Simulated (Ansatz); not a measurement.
The relaxed structure here is a generated cell of Ag: the first start was made by placing the elements on the sites of a structure type, and the end was not matched to a known phase here, so it may be hypothetical. Known forms of Ag include space group No. 225.

A relaxed cell of Ag (P6/mmm (No. 191)), relaxed on a k-mesh at least as fine as the one used below. Method: PBEsol (plane waves to 420 eV, PAW, scalar-relativistic; Ansatz, a program for electronic structure). Γ-centred k-mesh 8×8×6 on the run's cell (coarser than for final values), Fermi–Dirac smearing 0.05 eV.

```
CELL_PARAMETERS angstrom
      4.61848     0.00000     0.00000
     -2.30924     3.99972     0.00000
      0.00000     0.00000     5.52818
ATOMIC_POSITIONS crystal
  Ag 0.00000 0.00000 0.00000
  Ag 0.00000 0.00000 0.50000
  Ag 0.33333 0.66667 0.25000
  Ag 0.33333 0.66667 0.75000
  Ag 0.66667 0.33333 0.25000
  Ag 0.66667 0.33333 0.75000
```

The atoms are displaced by (Å):

```
atom      ux      uy      uz
----  ------  ------  ------
Ag1   -0.059   0.033   0.014
Ag2   -0.070  -0.123   0.068
Ag3   -0.017   0.002  -0.080
Ag4   -0.037   0.153  -0.024
Ag5    0.062   0.036  -0.048
Ag6    0.039   0.241  -0.061
```

### Question
What forces (eV/Å) and pressure result?

### Answer
| atom | Fx | Fy | Fz |
|---|---|---|---|
| Ag1 | 0.20 | 0.25 | 0.25 |
| Ag2 | 0.13 | 1.11 | -0.82 |
| Ag3 | 0.42 | 0.17 | 0.32 |
| Ag4 | 0.45 | 0.29 | -0.12 |
| Ag5 | -0.63 | -0.38 | 0.01 |
| Ag6 | -0.57 | -1.43 | 0.36 |

Pressure +2.2 GPa.

### Question
Estimate the energy cost of the displacement in the harmonic approximation and compare with the calculation.

### Answer
For a harmonic well ΔE = −½ Σ F·u = 0.324 eV a cell, or 54 meV/atom. The calculated energy relative to the undisplaced cell is +0.04 eV/atom, so the harmonic estimate holds well.

The undisplaced cell is probably no minimum: from this displacement the run went on to I4/mmm (No. 139), 0.04 eV/atom below it.

No spin polarisation in the result.
